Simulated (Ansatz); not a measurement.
Steps from a short run of molecular dynamics on a 2×2×1 supercell (12 atoms) of SnSe2 (P-3m1), relaxed with r2SCAN+rVV10; forces from r2SCAN in the PAW code Ansatz, 3×3×2 mesh, Fermi-Dirac smearing of 0.069 eV, constant energy and volume (NVE), started at 800 K. Spin polarisation is off, nuclei are classical, and the run is far too short for thermal averages.

Cell vectors in Å:
```
 7.6503  0.0000  0.0000
-3.8252  6.6254  0.0000
 0.0000  0.0000  6.2271
```

Question: At 27 fs positions (Å), velocities (Å/fs) and forces (eV/Å) are
```
Sn -0.0310  0.0027  0.0771   -0.0015  0.0001  0.0022   -0.4165 -0.0506 -0.7797
Se  0.0056  2.1889  1.6127    0.0005 -0.0004  0.0011    0.2225  0.3023 -0.1841
Se  1.9932  1.0751  4.5072    0.0024 -0.0008 -0.0044   -0.4883  0.2936  0.7323
Sn -1.7907  3.3862 -0.0080    0.0034  0.0017  0.0000   -1.5094 -1.2862  0.4016
Se -1.9932  5.5639  1.5460   -0.0025  0.0013 -0.0004    0.4455 -0.2259  0.6230
Se -0.0769  4.3657  4.6724   -0.0019 -0.0013  0.0002    0.9145  0.5285 -0.5554
Sn  3.6714  0.0443 -0.0126   -0.0046  0.0019 -0.0004    1.4084  0.2493  0.1455
Se  3.8008  2.2018  1.6654   -0.0007 -0.0002  0.0021    0.1472  0.0573 -0.9597
Se  5.8425  1.0185  4.6533    0.0033 -0.0028  0.0006   -0.5062  0.3658  0.3302
Sn  1.9358  3.2859 -0.0419    0.0012 -0.0009 -0.0014    0.3797  0.1378  0.2388
Se  1.9015  5.5184  1.5945   -0.0009 -0.0004  0.0002   -0.4320 -0.2498 -0.3744
Se  3.8869  4.4286  4.6348    0.0021  0.0003 -0.0001   -0.1655 -0.1221  0.3816
```
Where are the atoms one step (1.5 fs) later, and what forces do they feel?

Answer:
```
Sn -0.0332  0.0028  0.0804   -0.4319 -0.0579 -0.7941
Se  0.0063  2.1884  1.6144    0.2277  0.3126 -0.1899
Se  1.9967  1.0740  4.5007   -0.5028  0.3090  0.7520
Sn -1.7858  3.3886 -0.0080   -1.5676 -1.3288  0.4304
Se -1.9969  5.5658  1.5455    0.4653 -0.2383  0.6429
Se -0.0796  4.3638  4.6727    0.9614  0.5561 -0.5859
Sn  3.6646  0.0471 -0.0131    1.4578  0.2439  0.1527
Se  3.7998  2.2015  1.6684    0.1513  0.0574 -0.9858
Se  5.8473  1.0144  4.6541   -0.5292  0.3846  0.3257
Sn  1.9376  3.2845 -0.0439    0.3828  0.1477  0.2423
Se  1.9000  5.5178  1.5947   -0.4428 -0.2579 -0.3802
Se  3.8900  4.4290  4.6347   -0.1720 -0.1284  0.3900
```
The temperature goes from 418.0 to 388.8 K.

Question: At 33 fs positions (Å), velocities (Å/fs) and forces (eV/Å) are
```
Sn -0.0404  0.0030  0.0892   -0.0017  0.0000  0.0018   -0.4615 -0.0834 -0.8140
Se  0.0090  2.1873  1.6190    0.0007 -0.0001  0.0010    0.2392  0.3368 -0.2071
Se  2.0064  1.0712  4.4825    0.0020 -0.0005 -0.0038   -0.5387  0.3516  0.8031
Sn -1.7728  3.3945 -0.0076    0.0026  0.0010  0.0002   -1.7070 -1.4263  0.5044
Se -2.0071  5.5714  1.5451   -0.0021  0.0012  0.0001    0.5173 -0.2714  0.6836
Se -0.0860  4.3590  4.6725   -0.0011 -0.0009 -0.0002    1.0787  0.6259 -0.6562
Sn  3.6460  0.0559 -0.0145   -0.0039  0.0020 -0.0003    1.5833  0.2118  0.1716
Se  3.7969  2.2009  1.6759   -0.0006 -0.0001  0.0014    0.1643  0.0586 -1.0477
Se  5.8610  1.0027  4.6573    0.0029 -0.0025  0.0008   -0.5967  0.4408  0.3002
Sn  1.9434  3.2807 -0.0497    0.0014 -0.0008 -0.0012    0.3773  0.1785  0.2449
Se  1.8949  5.5155  1.5948   -0.0013 -0.0006 -0.0001   -0.4668 -0.2768 -0.3906
Se  3.8991  4.4301  4.6349    0.0020  0.0002  0.0002   -0.1892 -0.1460  0.4076
```
Where are the atoms one step (1.5 fs) later, and what forces do they feel?

Answer:
```
Sn -0.0429  0.0031  0.0919   -0.4653 -0.0932 -0.8126
Se  0.0100  2.1872  1.6205    0.2416  0.3425 -0.2128
Se  2.0094  1.0704  4.4768   -0.5482  0.3644  0.8178
Sn -1.7691  3.3959 -0.0073   -1.7403 -1.4481  0.5234
Se -2.0102  5.5731  1.5454    0.5320 -0.2808  0.6907
Se -0.0876  4.3577  4.6720    1.1083  0.6440 -0.6707
Sn  3.6404  0.0589 -0.0149    1.6174  0.1957  0.1768
Se  3.7961  2.2007  1.6779    0.1691  0.0594 -1.0628
Se  5.8653  0.9991  4.6586   -0.6188  0.4596  0.2880
Sn  1.9455  3.2795 -0.0515    0.3706  0.1890  0.2431
Se  1.8929  5.5145  1.5946   -0.4721 -0.2812 -0.3918
Se  3.9020  4.4304  4.6353   -0.1942 -0.1513  0.4110
```
The temperature goes from 308.3 to 284.6 K.
